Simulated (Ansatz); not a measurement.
**PbF₂: an elastic constant from a strain scan**

All numbers below come from DFT r2SCAN, scalar-relativistic, plane waves, PAW (Ansatz 0.2.0). The runs took a 500 eV cutoff, a Γ-centred 8×8×8 mesh and Gaussian smearing (0.05 eV). Spin–orbit coupling is left out, which can shift energies with elements as heavy as these. No spin polarisation. Energies are free energies at this smearing, counted from the undisturbed cell; pressure is positive in compression.

The starting cell (as given, not relaxed at this level; it stands at -0.7 GPa, and it needn't be the usual structure):

```yaml
crystal:
  lattice:
    - [0.00000, 2.96985, 2.96985]
    - [2.96985, 0.00000, 2.96985]
    - [2.96985, 2.96985, 0.00000]
  atoms:
    - { symbol: Pb, position: [0.00000, 0.00000, 0.00000] }
    - { symbol: F, position: [0.25000, 0.25000, 0.25000] }
    - { symbol: F, position: [0.75000, 0.75000, 0.75000] }
```

The cell is strained by ε times the Voigt pattern (0, 0, 0, 0, 1, 0) (xx, yy, zz, yz, xz, xy; engineering shear) with fractional coordinates fixed. The cell holds 3 atoms in V0 = 52.39 Å³. The stress column is τ = (1/V0) dE/dε, got from the stress tensor σ (compression positive) at each point as −det(1 + εP) σ : P(1 + εP)⁻¹, with P the pattern as a tensor.

```
      ε  ΔE (meV/atom)  τ (GPa)
-0.0875         13.483   -2.877
-0.0750          9.858   -2.444
-0.0625          6.817   -2.021
-0.0500          4.347   -1.606
-0.0375          2.437   -1.199
-0.0250          1.080   -0.796
-0.0125          0.264   -0.397
 0.0000          0.000    0.000
 0.0125          0.264    0.397
 0.0250          1.080    0.796
 0.0375          2.437    1.199
 0.0500          4.347    1.606
 0.0625          6.817    2.021
 0.0750          9.858    2.444
 0.0875         13.483    2.877
 0.1000              ?        ?
```

**Question.** Which combination of elastic constants does this scan measure, and how large is it?

**Answer.** For small ε, τ = τ0 + Kε with K = pᵀCp, which for this pattern is C44 in the cubic axes. The parabola through τ at ε = -0.0125, 0 and 0.0125 has slope K = 32 GPa at zero. The energies per cell, E = NΔE, of the same two points give K = 2[E(ε₊)/ε₊ − E(ε₋)/ε₋]/[(ε₊ − ε₋)V0] = 31 GPa, in agreement. These are clamped-ion values.

**Question.** Predict the withheld row at ε = 0.1000 from the harmonic law, and compare.

**Answer.** ΔE = V0(τ0 ε + Kε²/2)/N = 17.322 meV/atom and τ = 3.18 GPa. The calculation gives 17.702 meV/atom and 3.32 GPa, a miss of 2.2 % of the harmonic energy, so the harmonic law still holds here.

Forces appear on the atoms along this scan, and letting them relax would lower the energy and soften the response.